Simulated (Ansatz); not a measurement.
Two-dimensional strain map in GaNi

These are results of DFT PBEsol, scalar-relativistic, plane waves, PAW (Ansatz), not measurements. Cutoff 420 eV, Γ-centred 16×16×16 k-points, Gaussian smearing of 0.15 eV. No spin polarisation. A magnetic state may lie lower. Energies are free energies at this smearing, counted from the undisturbed cell; pressure is positive in compression.

Reference structure (as given, not relaxed at this level; it stands at -2.3 GPa, and it needn't be the usual structure):

```
Ga Ni
1.0
     2.88600    0.00000    0.00000
     0.00000    2.88600    0.00000
     0.00000    0.00000    2.88600
Ga Ni
1 1
Direct
  0.00000 0.00000 0.00000
  0.50000 0.50000 0.50000
```

The cell is strained by p along both x and y and by q along z, fractional coordinates fixed. Points are written (p, q).

Energy above the undisturbed cell in meV/atom (a dash: not computed):

```
 p \ q  -0.050  -0.025  0.000  0.025  0.050
-0.050   145.4    94.6   57.7   32.4   17.2
-0.025    55.1    25.9    8.8    1.9      ?
 0.000    11.6     0.4    0.0    8.4   24.3
 0.025       ?       ?   23.5   44.8   72.2
 0.050    31.1       ?   72.9  104.5  141.1
```

Fill in the withheld energies.

(-0.025, 0.050): 3.6; (0.025, -0.050): 6.1; (0.025, -0.025): 10.0; (0.050, -0.025): 47.8.